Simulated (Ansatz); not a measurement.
YAs:
```cif
data_As4Y4
_chemical_formula_sum 'Y4 As4'
_space_group_name_H-M_alt 'Fm-3m'
_space_group_IT_number 225
_space_group_name_Hall '-F 4 2 3'
_cell_length_a 5.74782
_cell_length_b 5.74782
_cell_length_c 5.74782
_cell_angle_alpha 90.000
_cell_angle_beta 90.000
_cell_angle_gamma 90.000
loop_
_atom_site_label
_atom_site_type_symbol
_atom_site_symmetry_multiplicity
_atom_site_Wyckoff_symbol
_atom_site_fract_x
_atom_site_fract_y
_atom_site_fract_z
_atom_site_occupancy
Y1 Y 4 b 0.50000 0.50000 0.50000 1
As1 As 4 a 0.00000 0.00000 0.00000 1
```
(The calculation used a cell of 2 atoms; values per cell refer to that cell.)

Relaxed with PBEsol.

Problem. Tabulate the valence density and the electron localisation function along the shortest Y–As contact (2.87 Å), plane-wave PAW PBEsol (Ansatz code).

Solution. 

```tsv
distance from Y (Å)	density (e/Å³)	ELF
0.29	3.69	0.65
0.43	3.58	0.80
0.57	2.86	0.86
0.72	1.90	0.85
0.86	1.08	0.75
1.01	0.58	0.48
1.15	0.34	0.23
1.29	0.26	0.19
1.44	0.26	0.34
1.58	0.30	0.57
1.72	0.39	0.69
1.87	0.52	0.70
2.01	0.77	0.68
2.16	1.50	0.61
2.30	3.75	0.47
2.44	9.25	0.28
2.59	18.77	0.16
```

The density is the valence pseudo-density with augmentation charge, so density and ELF within about 1 Å of a nucleus are not all-electron values.

The workflow started from an entry of the Crystallography Open Database (COD). Its standing as an ambient phase is unchecked. The PBEsol relaxation kept the symmetry of its start; whether a distortion lowers the energy is not shown. The run is not spin-polarised.

Potentials: the later of the program's two PAW sets.
